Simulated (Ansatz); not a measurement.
KLuO2 (NaFeO2-type structure)

Computed with Ansatz (plane waves, PAW, 420 eV cutoff): PBEsol, scalar-relativistic, no spin polarisation, Γ-centred 10×10×10 mesh, 0.05 eV Gaussian smearing; PAW files: Ansatz's generated set soft_2.

```
K Lu O
1.0
     1.67879    0.96925    6.13652
    -1.67879    0.96925    6.13652
     0.00000   -1.93850    6.13652
K Lu O
1 1 2
Direct
  0.50000 0.50000 0.50000
  0.00000 0.00000 0.00000
  0.27161 0.27161 0.27161
  0.72839 0.72839 0.72839
```

The start was a prototype's sites filled with these elements, not a measured cell.

The cell is relaxed to zero pressure at this level.

The cell has space group R-3m (read at 0.01 Å). In it the stress is 0.01, 0.01, 0.00, 0.00, 0.00, 0.00 GPa and the largest force component 0.000 eV/Å. Each change below starts from this cell, without further relaxation. Stress is in GPa, positive in compression, in the order xx, yy, zz, yz, xz, xy; energies are counted from the cell above.

Question: What happens when atom 1 (K) is moved by 0.08 Å along y?

Answer: The energy changes by 4.6 meV per cell, and the force on it along the shift is -0.114 eV/Å (−F/u = 1.43 eV/Å²). Stress: 0.02, 0.03, 0.08, -0.04, 0.00, 0.00.
```tsv
atom	Fx (eV/Å)	Fy	Fz
K1	0.000	-0.114	0.001
Lu2	0.000	0.026	0.000
O3	0.000	0.040	0.006
O4	0.000	0.049	-0.007
```
In a harmonic crystal the energy would rise by −½F·u = ½ × 1.43 × 0.08² eV = 4.6 meV, which matches.

Question: What stress follows from an engineering strain of 1 % in xx, atoms carried along?

Answer: -2.25, -0.65, -0.56, -0.14, 0.00, 0.00 GPa; the energy changes by 4.2 meV per cell. The gap on the mesh goes from 3.66 eV to 3.63 eV.
```tsv
atom	Fx (eV/Å)	Fy	Fz
K1	0.000	0.000	0.000
Lu2	0.000	0.000	0.000
O3	0.000	0.018	0.063
O4	0.000	-0.018	-0.063
```
The change of the stress over the strain gives a clamped-atom stiffness of about 226 GPa for this component, a secant value that lies under the elastic constant in tension and over it in compression, by several per cent for each per cent of strain.
In a harmonic crystal the energy would rise by V(½Cε² − σ₀ε), with σ₀ the stress of the unstrained cell, = 4.2 meV, which matches.

Semilocal functionals underestimate band gaps, commonly by a third or more. Spin–orbit coupling, which matters for such heavy elements, is left out.
